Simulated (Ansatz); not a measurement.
Given:

FeCo:
```xyz
2
Lattice="2.8003 0.0000 0.0000 0.0000 2.8003 0.0000 0.0000 0.0000 2.8003" Properties=species:S:1:pos:R:3 pbc="T T T"
Fe     0.0000     0.0000     0.0000
Co     1.4001     1.4001     1.4001
```
The run is spin-polarised; directions of the spins, atom by atom: ↑ ↑.

This is the PBEsol-relaxed structure.

Problem. All from PBEsol (plane waves, PAW; program Ansatz), unless another level is named. Estimate the formation energy from the elements (no fitted shifts).

Solution. -0.028 eV/atom.

Problem. And the density of states at the Fermi level?

Solution. 0.75 states/eV per atom (mean over ±0.08 eV).

Space group Pm-3m (CsCl type). Symmetry was held in the PBEsol relaxation. Spin order of the final state: ferromagnetic, chosen from 5 collinear starts compared on coarse meshes (ties went to the first, and starts can fall back to one state), not a proven ground state. Textbook magnetic order: ferromagnetic. The references are the lowest solids computed at this level, not always the standard phases.

Potentials: the earlier of the program's two PAW sets. The files were generated under PBE; for other functionals the program regenerates the frozen cores, and for LDA and PBEsol the local potential too.
